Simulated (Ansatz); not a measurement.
Simulated powder pattern, Cu Kα, λ = 1.54184 Å (kinematic, ideal powder, no thermal factors, no anomalous dispersion; the 30 strongest lines at most, above 1 %, up to 2θ = 90°):

```json
[
 {"2θ (°)": "25.20", "d (Å)": "3.534", "I/Imax (%)": "24"},
 {"2θ (°)": "32.30", "d (Å)": "2.772", "I/Imax (%)": "100"},
 {"2θ (°)": "44.40", "d (Å)": "2.041", "I/Imax (%)": "5.1"},
 {"2θ (°)": "48.19", "d (Å)": "1.888", "I/Imax (%)": "32"},
 {"2θ (°)": "49.08", "d (Å)": "1.856", "I/Imax (%)": "30"},
 {"2θ (°)": "51.73", "d (Å)": "1.767", "I/Imax (%)": "29"},
 {"2θ (°)": "61.55", "d (Å)": "1.507", "I/Imax (%)": "15"},
 {"2θ (°)": "62.34", "d (Å)": "1.489", "I/Imax (%)": "5.5"},
 {"2θ (°)": "68.34", "d (Å)": "1.373", "I/Imax (%)": "2.7"},
 {"2θ (°)": "70.50", "d (Å)": "1.336", "I/Imax (%)": "2.5"},
 {"2θ (°)": "74.08", "d (Å)": "1.280", "I/Imax (%)": "17"},
 {"2θ (°)": "79.71", "d (Å)": "1.203", "I/Imax (%)": "1.8"},
 {"2θ (°)": "84.51", "d (Å)": "1.147", "I/Imax (%)": "12"},
 {"2θ (°)": "85.18", "d (Å)": "1.139", "I/Imax (%)": "6.0"},
 {"2θ (°)": "85.21", "d (Å)": "1.139", "I/Imax (%)": "13"}
]
```

The pattern belongs to a structure relaxed with the program Ansatz at the PBE level (PAW).

Task: Which compound is it?
(A) GaAs, P6_222 (Ga on 3d, As on 3c)
(B) BP, P6_222 (B on 3d, P on 3c)
(C) C, P6_222 (C on 3c)
(D) InAs, CsCl type

Result: A, GaAs, P6_222 (Ga on 3d, As on 3c)

Task: Give the lattice parameters.

Result: a = 4.081 Å, c = 8.936 Å.

The start of the workflow was typed in or built on a structure type; neither database checked (COD, Materials Project) lists it. It is not the phase usual at ambient conditions (space group No. 216). The cell was relaxed with PBE under the symmetry of its start; whether a distortion lowers the energy is not shown.

Potentials: the later of the program's two PAW sets.
